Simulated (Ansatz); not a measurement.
In2O3 (bixbyite), relaxed and computed with several functionals in Ansatz (plane waves, PAW). Much of their spread follows the volume that each gives.

| functional | V (Å³/atom) | K_Hill (GPa) |
|---|---|---|
| r²SCAN | 13.10 | 169 |
| PBEsol | 13.12 | ? |
| LDA | 12.73 | 174 |
| PBE | 13.62 | 143 |

Q: Fit a straight line to ln K against ln V and predict the withheld value.

A: Least squares on the 3 shown rows: ln K = -2.98 × ln V + (12.761), with a scatter of 2.6 %. For PBEsol this gives 162. The run itself gave 159, a miss of 1.9 % of that.

All cells were relaxed under the symmetry of their starts (and spin orders); stability against distortions was not tested throughout. Scalar-relativistic: spin–orbit coupling is off unless named, which matters more the heavier the elements.

Potentials: the later of the program's two PAW sets.

Ansatz (a first-principles code) is a plane-wave DFT program.
